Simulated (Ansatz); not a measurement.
# Si3Ge, first-principles data

Si$_{3}$Ge:
```yaml
crystal:
  lattice:
    - [3.88587, 0.00000, 0.00000]
    - [0.00000, 3.88587, 0.00000]
    - [0.00000, 0.00000, 5.48828]
  atoms:
    - { symbol: Si, position: [0.50000, 0.00000, 0.75485] }
    - { symbol: Si, position: [0.00000, 0.00000, 0.00000] }
    - { symbol: Si, position: [0.00000, 0.50000, 0.24515] }
    - { symbol: Ge, position: [0.50000, 0.50000, 0.50000] }
```

Space group P-4m2 (No. 115); conventional cell a = 3.8859 Å, b = 3.8859 Å, c = 5.4883 Å, α = 90.00°, β = 90.00°, γ = 90.00°.

Method: DFT-r²SCAN in the program Ansatz with PAW potentials. The cell and atoms are relaxed at this level. Other levels are named where they apply.

Cell and energy:

- Volume per atom = 20.72 Å³
- Density = 3.14 g/cm³
- Formation energy from the elements (no fitted shifts) = 0.008 eV/atom

Electronic structure:

* **Band gap**: 0.56 eV (indirect)
* **Valence-band maximum**: at Γ
* **Conduction-band minimum**: at M
* **Smallest direct gap on the standard path**: 0.85 eV
* **Electron effective mass**: 0.19, 0.42, 0.42 mₑ (principal values)
* **Electron effective mass with spin–orbit coupling**: 0.19, 0.42, 0.42 mₑ (principal values)
* **Hole effective mass, band 1 of 2 at the edge**: 2.1 along x, 0.24 along z (mₑ)
* **Hole effective mass, band 2 of 2 at the edge**: 0.088 along x, 0.24 along z (mₑ)
* **Hole effective mass with spin–orbit coupling**: 0.17, 0.19, 0.24 mₑ (principal values)
* **HSE06 gap on the r²SCAN cell**: 0.94 eV
* **Gap with spin–orbit coupling**: 0.53 eV

Mechanics:

- Bulk modulus (Birch–Murnaghan fit): 90.8 GPa
- Pressure derivative B′: 4.3
- Elastic constants (relaxed ions, GPa): C11 = 188, C12 = 28.4, C13 = 57.1, C33 = 158, C44 = 79.0, C66 = 50.8
- Mechanical stability: stable (all eigenvalues of C positive)
- Hill bulk and shear moduli: 91.0 and 66.3 GPa
- Young's modulus: 160 GPa
- Poisson's ratio: 0.21
- Debye temperature from the elastic constants: 550 K

Charges:

- Bader charges = Si +0.04 to +0.18, Ge -0.39 e

The start of the workflow was typed in or built on a structure type; neither database checked (COD, Materials Project) lists it. Whether it is the stable phase at ambient conditions was not checked. Symmetry was held in the r²SCAN relaxation; its stability against distortions is not shown here. The references are the lowest solids computed at this level, not always the standard phases. Scalar-relativistic: spin–orbit coupling is off unless named, which matters more the heavier the elements.

Potentials: the earlier of the program's two PAW sets.
